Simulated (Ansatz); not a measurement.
CoIrPt:
Space group P3m1 (No. 156); a = b = 2.6932 Å, c = 6.5775 Å, α = β = 90.00°, γ = 120.00°

| atom | site | symmetry | x | y | z |
|---|---|---|---|---|---|
| Co | 1a | 3m. | 0.0000 | 0.0000 | 0.9952 |
| Pt | 1b | 3m. | 0.3333 | 0.6667 | 0.3191 |
| Ir | 1c | 3m. | 0.6667 | 0.3333 | 0.6858 |
The run is spin-polarised.

Relaxed at zero pressure with r²SCAN (plane waves, PAW; program Ansatz).

Task: The volume is lowered by 6 % and shape and atoms relax at that volume. What pressure results, and how do the axes share the change?

Result: 18.4 GPa; a -1.7 %, b -1.7 %, c -2.7 %; the energy rises by 45 meV/atom.

Task: Give the new structure.

Result: 
Space group P3m1 (No. 156); a = b = 2.6470 Å, c = 6.4004 Å, α = β = 90.00°, γ = 120.00°

```tsv
atom	site	symmetry	x	y	z
Co	1a	3m.	0.0000	0.0000	0.9961
Pt	1b	3m.	0.3333	0.6667	0.3197
Ir	1c	3m.	0.6667	0.3333	0.6842
```

The phase is kept; no other phase was compared at this pressure.

The start of the workflow was typed in or built on a structure type; neither database checked (COD, Materials Project) lists it. Its standing as an ambient phase is unchecked. Symmetry was held in the r²SCAN relaxation; its stability against distortions is not shown here. The final state is ferromagnetic, chosen from 3 collinear starts compared on coarse meshes (ties went to the first, and starts can fall back to one state), not a proven ground state. Other orbital occupations within this spin state were not tried. Axis ratios of metals converge slowly with the k-mesh, so a and c are less sure than the volume. Scalar-relativistic: spin–orbit coupling is off unless named, which matters more the heavier the elements.

Potentials: the earlier of the program's two PAW sets.
